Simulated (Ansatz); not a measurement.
ZrC (rock salt), relaxed with PBE (Ansatz, a first-principles code, plane waves, PAW): a = 4.708 Å, b = 4.708 Å, c = 4.708 Å, α = 90.00°, β = 90.00°, γ = 90.00°.

| Item | Value |
|---|---|
| ΔH_f (eV/atom) | -0.86 |
| B₀ by P(V) fit (GPa) | 222 |
| K_Hill (GPa) | 223 |
| G_Hill (GPa) | 163 |
| highest Γ mode, no LO–TO term (cm⁻¹) | 421 |
| Θ_D (K) | 695 |

Q: The same phase is relaxed and computed with r²SCAN in the same code. What are the cell and these values now?

A: a = 4.7114 Å, b = 4.7114 Å, c = 4.7114 Å, α = 90.00°, β = 90.00°, γ = 90.00°.

- ΔH_f (eV/atom): -1.01
- B₀ by P(V) fit (GPa): 230
- K_Hill (GPa): 230
- G_Hill (GPa): 172
- highest Γ mode, no LO–TO term (cm⁻¹): 407
- Θ_D (K): 714

All cells were relaxed under the symmetry of their starts (and spin orders); stability against distortions was not tested throughout. Rows with no word on spin ran without spin polarisation. Spin–orbit coupling is left out wherever it is not named.

Potentials: the later of the program's two PAW sets.

Ansatz is a plane-wave DFT program.

Formation energies count from the lowest solids of the elements computed at the same level, not from gases.
